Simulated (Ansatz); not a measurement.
Relaxed Te (trigonal-Te type, space group P3_121):

```
Te
1.0
    4.52090     0.00000     0.00000
   -2.26045     3.91521     0.00000
    0.00000     0.00000     5.95427
Te
3
Direct
  0.26811   0.00000   0.33333
  0.00000   0.26811   0.66667
  0.73189   0.73189   0.00000
```

Scan: atom 1 (Te, nearest neighbour Te at 2.889 Å; its periodic images, 4.5 Å or more away, move with it) is displaced along Cartesian [110], direction (0.707, 0.707, 0.000) in Cartesian axes, by s. The other atoms stay.

Computed with PBE (plane waves to 420 eV, PAW, scalar-relativistic; Ansatz, a program for electronic structure). k mesh 7×7×5 (Γ-centred), Fermi-Dirac smearing 0.05 eV. The energy includes the smearing's −TS. As the smearing reaches across the gap at some points, energies and forces of such displacements shift with the k mesh and the smearing. Spin-orbit coupling is left out, though Te is heavy. Te was relaxed with its symmetry unable to fall. ΔE is measured from the undisplaced structure. The last digit holds for this mesh only.

```csv
s (Å),ΔE (meV/cell)
-0.290,136.0
-0.232,84.1
-0.174,45.6
-0.116,19.4
-0.058,4.6
0.000,0.0
0.058,4.4
0.116,16.5
0.174,35.2
0.232,58.9
0.290,withheld
```

Q: Fit a polynomial form (powers 2, 3, 4) to the given rows and predict ΔE at s = 0.290.

A: Least squares on the 10 given rows: ΔE = (1337)·s² + (-1006)·s³ + (-141.1)·s⁴, in meV/cell with s in Å; root-mean-square residual 0.09 meV/cell. At 0.290 the fit gives 86.9 meV/cell; the calculation gives 86.1 meV/cell, so the extrapolation is off by 0.8 (+0.9 %). The quadratic term alone would give 112.4 meV/cell.

(For displaced atoms, the force is minus the slope of the energy, and its curvature is a force constant, which sets phonon frequencies.)
